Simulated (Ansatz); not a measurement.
Relaxed candidate structures of ZnCu2SnS4:

A. P6mm (No. 183), hP8; a = 4.4377 Å, b = 4.4377 Å, c = 11.3637 Å, α = 90.00°, β = 90.00°, γ = 120.00°; Cu 2b (0.333, 0.667, 0.556); S 1a (0.000, 0.000, 0.903); S 2b (0.333, 0.667, 0.346); S 1a (0.000, 0.000, 0.584); Sn 1a (0.000, 0.000, 0.097); Zn 1a (0.000, 0.000, 0.374)

B. I-4 (No. 82), tI16; a = b = 5.4140 Å, c = 10.8237 Å, α = β = γ = 90.00°; Cu 2c (0.000, 0.500, 0.250); Cu 2b (0.000, 0.000, 0.500); Zn 2a (0.000, 0.000, 0.000); Sn 2d (0.500, 0.000, 0.250); S 8g (0.236, 0.258, 0.379)

C. P1 (No. 1), aP8; a = 5.065 Å, b = 5.871 Å, c = 6.289 Å, α = 107.44°, β = 101.61°, γ = 107.62°; Cu 1a (0.494, 0.154, 0.451); Cu 1a (0.188, 0.773, 0.817); S 1a (0.875, 0.480, 0.446); S 1a (0.311, 0.465, 0.953); S 1a (0.066, 0.940, 0.142); S 1a (0.475, 0.165, 0.810); Sn 1a (0.703, 0.801, 0.351); Zn 1a (0.935, 0.271, 0.091)

D. Pmm2 (No. 25), oP8; a = 4.312 Å, b = 7.769 Å, c = 6.399 Å, α = β = γ = 90.00°; Cu 2e (0.250, 0.000, 0.004); S 2h (0.500, 0.311, 0.678); S 1a (0.000, 0.000, 0.284); S 1c (0.500, 0.000, 0.711); Sn 1d (0.500, 0.500, 0.015); Zn 1b (0.000, 0.500, 0.642)

Rank these by energy per atom (lowest first), as r2SCAN (plane waves to 500 eV, PAW, scalar-relativistic; Ansatz, a program for electronic structure) gives it.

B (reference, the lowest among the structures calculated here), C (+168 meV/atom), D (+0.77 eV/atom), A (+0.82 eV/atom)

Give each candidate's band gap.

No gap: A, D. B: 0.47 eV (no spin-orbit coupling); C: 0.83 eV (no spin-orbit coupling).

Each run could gain symmetry but not lose that of its start, so entries can be saddle points. From databases, or of a type measured for this composition: I-4, tI16; the others are generated cells (placed on structure types, drawn at random, substituted or restacked) that were not matched to a known phase here. Energies are at zero temperature and pressure, without zero-point motion. The runs use different k-meshes, so differences are rounded accordingly. No spin polarisation in the result.
